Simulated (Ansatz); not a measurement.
Ni₃SnN:
```
CELL_PARAMETERS angstrom
      3.80901     0.00000     0.00000
      0.00000     3.80901     0.00000
      0.00000     0.00000     3.80901
ATOMIC_POSITIONS crystal
  Ni 0.00000 0.50000 0.50000
  Ni 0.50000 0.00000 0.50000
  Ni 0.50000 0.50000 0.00000
  Sn 0.00000 0.00000 0.00000
  N  0.50000 0.50000 0.50000
```

Relaxed with LDA. Special points in fractions of this cell's reciprocal vectors: Γ (0.000, 0.000, 0.000); X (0.000, 0.500, 0.000); M (0.500, 0.500, 0.000); R (0.500, 0.500, 0.500).

Problem. List the band energies nearest the Fermi level at these points for the program Ansatz at the LDA level (PAW).

Solution. In eV from the Fermi level; about four levels below and three above (degenerate sets whole), none deeper than 8.9 eV; points with the same levels are listed once.

```csv
k,below,above
Γ,-1.05 -1.05 -1.05 -0.97,0.40 0.87 0.87 0.87
X,-1.55 -1.05 -0.93 -0.93,0.55 0.77 2.61 2.61
M,-1.44 -0.75 -0.75 -0.25,2.53 2.72 2.72
R,-1.67 -1.67 -1.10 -1.10 -1.10,0.12 0.39 0.39 0.39
```

Space group Pm-3m (anti-perovskite). The workflow started from a Materials Project entry (that database holds measured and hypothetical structures alike); the Crystallography Open Database copy checked does not list it. Its standing as an ambient phase is unchecked. The LDA relaxation kept the symmetry of its start. At this level the phase is dynamically unstable (imaginary phonons). No spin polarisation was allowed. With an odd number of electrons in the cell and no spin polarisation, the count alone makes it a metal. Scalar-relativistic: spin–orbit coupling is off unless named, which matters more the heavier the elements.

Potentials: the later of the program's two PAW sets.
